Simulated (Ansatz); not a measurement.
**What a trial cell of Na2MgCuC6N6 relaxes into**

Computed with DFT PBE, scalar-relativistic, plane waves, PAW in Ansatz 0.2.0. Cutoff 420 eV, Gaussian smearing, Γ-centred meshes. Cell and atoms relax first on a coarse mesh and then on a finer one. In between, the cell is made exact in the group found at 0.06 Å. In metals the finer mesh still leaves noise of several meV/atom or more. The steps can't lower the symmetry of their start. Collinear spin, starting moments Cu 1.0 μB.

A trial structure of Na2MgCuC6N6 was built thus: cyanide-bridged rock-salt net of two metals, 2 guest cations a cell (Fm-3m, No. 225). The dimensions are guesses.

```cif
data_structure
_symmetry_space_group_name_H-M 'Fm-3m'
_symmetry_Int_Tables_number 225
_cell_length_a 10.3150
_cell_length_b 10.3150
_cell_length_c 10.3150
_cell_angle_alpha 90.000
_cell_angle_beta 90.000
_cell_angle_gamma 90.000
_cell_volume 1097.51
loop_
_atom_site_label
_atom_site_type_symbol
_atom_site_symmetry_multiplicity
_atom_site_Wyckoff_symbol
_atom_site_fract_x
_atom_site_fract_y
_atom_site_fract_z
_atom_site_occupancy
Na1 Na 8 c 0.25000 0.75000 0.75000 1
Mg1 Mg 4 a 0.00000 0.00000 0.00000 1
Cu1 Cu 4 b 0.50000 0.00000 0.00000 1
C1 C 24 e 0.19195 0.00000 0.00000 1
N1 N 24 e 0.30538 0.00000 0.00000 1
```

Formation energies are uncorrected and refer to the elements' standard structures at the same level (N₂ as a molecule).

Question: Describe the relaxed structure.

Answer: The symmetry stays Fm-3m (No. 225). The volume per atom grows by 23.0 %, from 17.1 to 21.1 Å³. The shortest distance stays 1.17 Å (C–N). The energy falls by about 0.14 eV/atom (the start's value is from the coarse mesh). Conventional cell: a = 11.051 Å. Na has 12 C at 3.94 Å and 12 N at 3.96 Å (long against covalent radii, as for large ions); Mg has 6 C at 2.26 Å; Cu is surrounded by 6 N at 2.09 Å; C has 1 N at 1.17 Å, 1 Mg at 2.26 Å, 4 C at 3.20 Å, 1 Cu at 3.26 Å, 4 N at 3.88 Å and 4 Na at 3.94 Å; N is surrounded by 1 C at 1.17 Å, 1 Cu at 2.09 Å, 4 N at 2.96 Å, 1 Mg at 3.43 Å, 4 C at 3.88 Å and 4 Na at 3.96 Å.

```cif
data_structure
_symmetry_space_group_name_H-M 'P 1'
_symmetry_Int_Tables_number 1
_cell_length_a 7.8143
_cell_length_b 7.8143
_cell_length_c 7.8143
_cell_angle_alpha 60.000
_cell_angle_beta 60.000
_cell_angle_gamma 60.000
_cell_volume 337.40
loop_
_atom_site_label
_atom_site_type_symbol
_atom_site_fract_x
_atom_site_fract_y
_atom_site_fract_z
_atom_site_occupancy
Na1 Na 0.25000 0.25000 0.25000 1
Na2 Na 0.75000 0.75000 0.75000 1
Mg1 Mg 0.00000 0.00000 0.00000 1
Cu1 Cu 0.50000 0.50000 0.50000 1
C1 C 0.79533 0.20467 0.20467 1
C2 C 0.20467 0.79533 0.20467 1
C3 C 0.20467 0.20467 0.79533 1
C4 C 0.20467 0.79533 0.79533 1
C5 C 0.79533 0.20467 0.79533 1
C6 C 0.79533 0.79533 0.20467 1
N1 N 0.68939 0.31061 0.31061 1
N2 N 0.31061 0.68939 0.31061 1
N3 N 0.31061 0.31061 0.68939 1
N4 N 0.31061 0.68939 0.68939 1
N5 N 0.68939 0.31061 0.68939 1
N6 N 0.68939 0.68939 0.31061 1
```

Question: How does it come out in energy, and is it a metal?

Answer: The formation energy is +0.29 eV/atom. The gap on the 6×6×6 mesh of the 16-atom cell is 0 eV (a metal) and the net moment per atom is 0.06 μB. The moment by site is Cu 0.7 μB.

A positive value: parting into the elements would lower its energy.

The last run used collinear spin and Gaussian smearing of 0.10 eV. In such compounds of Cu a zero gap at this level may well be an artefact, since no Hubbard U is applied. The reference form of C is held partly by dispersion forces, which this level lacks. Another magnetic order may lie lower. Symmetry constrained the relaxation, so the result can be a saddle point. Site moments count only spheres around the atoms; the net moment includes the space between them.
